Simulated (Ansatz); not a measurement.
This cell of HfO$_{2}$ (fluorite) is off equilibrium:

```xyz
3
Lattice="0.0000 2.5292 2.5292 2.5292 0.0000 2.5292 2.5292 2.5292 0.0000" Properties=species:S:1:pos:R:3 pbc="T T T"
Hf     0.0000     0.0000    -0.0167
O      1.2646     1.2646     1.3579
O      3.7938     3.7938     3.8872
```

Level of theory: r2SCAN (plane waves to 500 eV, PAW, scalar-relativistic; Ansatz, a quantum-chemistry and plane-wave program). k mesh 11×11×11 (Γ-centred), Fermi-Dirac smearing 0.05 eV. Compression counts positive. HfO2 is run without spin polarisation. HfO2 was relaxed with its symmetry unable to fall. Spin-orbit coupling is left out, though Hf is heavy. This is a high-temperature form of HfO2.

Q: What forces act on the atoms (eV/Å, Cartesian)?

A: 
| atom | Fx | Fy | Fz |
|---|---|---|---|
| Hf1 | 0.000 | 0.000 | 0.681 |
| O2 | 0.000 | 0.000 | -0.341 |
| O3 | 0.000 | 0.000 | -0.341 |

Q: Give the stress tensor in GPa and the pressure.

A: 
```
    1.3      0.0      0.0
    0.0      1.3      0.0
    0.0      0.0      1.4
```
The pressure, a third of the trace, is 1.4 GPa.

(A displaced cell: forces are minus the slopes of the energy, force constants its curvatures, and phonons follow from these.)
